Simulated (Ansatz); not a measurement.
SiO2 (rutile)

```xyz
6
Lattice="4.1945 0.0000 0.0000 0.0000 4.1945 0.0000 0.0000 0.0000 2.6782" Properties=species:S:1:pos:R:3 pbc="T T T"
Si     2.0973     2.0973     1.3391
Si     0.0000     0.0000     0.0000
O      3.3810     3.3810     1.3391
O      1.2838     2.9108     0.0000
O      2.9108     1.2838     0.0000
O      0.8135     0.8135     1.3391
```

The relaxed cell is deformed in two ways at once: its volume V is scaled, and at that volume it is stretched along z (the c axis of the conventional cell) so that c/a changes. Fractional atomic positions are held.

Computed with PBEsol (plane waves to 420 eV, PAW, scalar-relativistic; Ansatz, an electronic-structure program). k mesh 8×8×12 (Γ-centred), Fermi-Dirac smearing 0.05 eV. Stress and pressure are positive under compression. As the atoms are clamped, bonds stretch with the cell, which overstates energies and stresses. SiO2 was relaxed with its symmetry unable to fall. The PAW data are Ansatz's earlier set.

At one point of the scan the stress tensor (GPa) is:

```
   15.5      0.0      0.0
    0.0     15.5      0.0
    0.0      0.0      8.8
```

Problem. Which point is it?
A) V/V₀ = 1.000, (c/a)/(c/a)₀ = 0.960
B) V/V₀ = 1.000, (c/a)/(c/a)₀ = 1.040
C) V/V₀ = 0.960, (c/a)/(c/a)₀ = 1.040
D) V/V₀ = 0.960, (c/a)/(c/a)₀ = 1.020

Solution. D, V/V₀ = 0.960, (c/a)/(c/a)₀ = 1.020

(A scan under strain: stresses follow from slopes of the energy per volume, elastic moduli from its curvatures.)
